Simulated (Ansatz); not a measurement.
The cell below belongs to a search over invented structures; it isn't taken from experiment.

Input and command of a plane-wave DFT calculation in Ansatz:

```yaml
crystal:
  lattice:
    - [3.8909037, 2.2464143, 5.17570472]
    - [-3.8909037, 2.2464143, 5.17570472]
    - [0.0, -4.49282859, 5.17570472]
  atoms:
    - { symbol: Cd, position: [0.0, 0.0, 0.0] }
    - { symbol: Cd, position: [0.86394474, 0.13605526, 0.5] }
    - { symbol: Cd, position: [0.5, 0.86394474, 0.13605526] }
    - { symbol: Cd, position: [0.13605526, 0.5, 0.86394474] }
    - { symbol: Cd, position: [0.13605526, 0.86394474, 0.5] }
    - { symbol: Cd, position: [0.5, 0.13605526, 0.86394474] }
    - { symbol: Cd, position: [0.86394474, 0.5, 0.13605526] }
    - { symbol: Cd, position: [0.5, 0.5, 0.5] }
    - { symbol: P, position: [0.13925866, 0.13925866, 0.13925866] }
    - { symbol: P, position: [0.86074134, 0.86074134, 0.86074134] }
basis:
  ecutwfc: 420
kpoints:
  mp_grid: { grid: [3, 3, 3] }
hamiltonian:
  xc: pbe
scf:
  occupations: { method: gaussian, width: 0.2 }
  lower_state_search: "off"
output:
  forces: true
  stress: true
  eigenvalues: true
relax:
  adjacent_minimum: "off"
  f_tol: 0.08
  max_steps: 16
  cell: { stress_tol: 0.8 }
```

```bash
ansatz run input.yaml --threads 1 --pin off --max-ram 2560MiB --backend cpu --events-out ev --progress --plain --runs-dir out
```

Processor: Intel(R) Xeon(R) Platinum 8375C CPU @ 2.90GHz (Ice Lake), 1 thread, on a host shared with other jobs.

Question: Estimate time, memory and problem size.

Answer: About 110 s, peak memory 0.72 GiB. It solves 102 bands at 6 k points (after reduction by symmetry) with about 4825 plane waves (on the last cell), in 80 SCF iterations over 12 ionic steps.
